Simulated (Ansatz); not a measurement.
The elements of this relaxed trial crystal are hidden behind letters.

```
lattice vectors (Å)
   4.3213    0.0000    0.0000
  -2.1606    3.7423    0.0000
   0.0000    0.0000   10.2324
fractional positions
X 0.0000 0.0000 0.0000
X 0.3333 0.6667 0.3976
X 0.6667 0.3333 0.6024
Z 0.6663 0.6671 0.8012
Z 0.0008 0.6671 0.8012
Z 0.0008 0.3337 0.8012
Z 0.3329 0.3337 0.8012
Z 0.3329 0.9992 0.8012
Z 0.6663 0.9992 0.8012
Z 0.6671 0.6663 0.1988
Z 0.9992 0.6663 0.1988
Z 0.3337 0.3329 0.1988
Z 0.9992 0.3329 0.1988
Z 0.3337 0.0008 0.1988
Z 0.6671 0.0008 0.1988
```

The calculation used DFT PBE, scalar-relativistic, plane waves, PAW (Ansatz). Plane waves to 420 eV, a 12×12×4 mesh through Γ for the 15-atom cell and 0.10 eV Gaussian smearing; no spin polarisation.

* Space group: P-3m1 (No. 164)
* Conventional cell: a = 4.321 Å, c = 10.232 Å
* Volume per atom: 11.03 Å³
* Density: 6.82 g/cm³
* Formation energy: +0.34 eV/atom
* Gap on the 12×12×4 mesh of the 15-atom cell: 0 eV (a metal)

Energies are uncorrected and count from the elements' standard states at the same level.

Question: X is a d-block element of period 6 and Z is a p-block element of period 2. Which elements are they?

Answer: X = Hf, Z = C, so the formula is HfC4. Density times volume gives a mean mass of 6.82 × 11.03/1.6605 = 45.3 u per atom, and this set has 45.3 u. Around Hf on a site of symmetry -3m lie 12 C at 2.49 Å; Hf on a site of symmetry 3m is surrounded by 6 C at 2.49 Å; C has 3 C at 1.44–1.45 Å, 6 C at 2.49–2.50 Å and 2 Hf at 2.49 Å. Other sets within the hints have nearly the same mass, so mass alone doesn't settle it; this one was computed.

Spin–orbit coupling, which can matter for Hf, is left out. A later test with randomly moved atoms came back to the same energy, though modes that don't fit the test's cell weren't probed. Another cell of the same search, in P2_1/m, lies 161 meV/atom lower, so this cell isn't the stable form at this level.
